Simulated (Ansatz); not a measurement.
Values for one crystal, relaxed and computed with plane-wave PAW r²SCAN (Ansatz code); other levels are named.

```yaml
volume_per_atom: 22.97 Å³
electronic_character: metallic (no gap)
Density of states at the Fermi level: 0.39 states/eV per atom (mean over ±0.08 eV)
Formation energy from the elements (no fitted shifts): -1.03 eV/atom
```

### Question
Pick the material that matches.
(A) Ti3O, P-31c (Ti on 12i, O on 2d, O on 2a)
(B) Ti5Ge3, P6_3/mcm (Ti on 6g, Ti on 4d, Ge on 6g)
(C) Ti10Ga3Sb3, P-62m (Pearson symbol hP16)
(D) Ti2Te2P, R-3m (Ti on 6c, Te on 6c, P on 3a)

### Answer
D, Ti2Te2P, R-3m (Ti on 6c, Te on 6c, P on 3a)

The workflow started from a Materials Project entry (that database holds measured and hypothetical structures alike); the Crystallography Open Database copy checked does not list it. Its standing as an ambient phase is unchecked. Symmetry was held in the r²SCAN relaxation; whether a distortion lowers the energy is not shown. The run is not spin-polarised. A crystal of weakly bound layers computed without a dispersion correction: the cell and the soft elastic constants depend strongly on that. With an odd number of electrons in the cell and no spin polarisation, the count alone makes it a metal. The references are the lowest solids computed at this level, not always the standard phases. Scalar-relativistic: spin–orbit coupling is off unless named, which matters more the heavier the elements.

Potentials: the earlier of the program's two PAW sets.
